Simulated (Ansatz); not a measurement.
Data:

LaSi2Au2:
```yaml
crystal:
  lattice:
    - [-2.19064, 2.19064, 5.10599]
    - [2.19064, -2.19064, 5.10599]
    - [2.19064, 2.19064, -5.10599]
  atoms:
    - { symbol: La, position: [0.00000, 0.00000, 0.00000] }
    - { symbol: Si, position: [0.38408, 0.38408, 0.00000] }
    - { symbol: Si, position: [0.61592, 0.61592, 0.00000] }
    - { symbol: Au, position: [0.75000, 0.25000, 0.50000] }
    - { symbol: Au, position: [0.25000, 0.75000, 0.50000] }
```

This is the r²SCAN-relaxed structure.

### Question
All from r²SCAN in the plane-wave PAW code Ansatz, unless another level is named. Estimate the electronic character.

### Answer
metallic (no gap).

### Question
Predict the density of states at the Fermi level.

### Answer
0.27 states/eV per atom (mean over ±0.08 eV).

### Question
What about the formation energy from the elements (no fitted shifts)?

### Answer
-0.69 eV/atom.

Space group I4/mmm. The workflow started from an entry of the Crystallography Open Database (COD). Its standing as an ambient phase is unchecked. The r²SCAN relaxation kept the symmetry of its start; whether a distortion lowers the energy is not shown. The references are the lowest solids computed at this level, not always the standard phases. Scalar-relativistic: spin–orbit coupling is off unless named, which matters more the heavier the elements.

Potentials: the later of the program's two PAW sets.
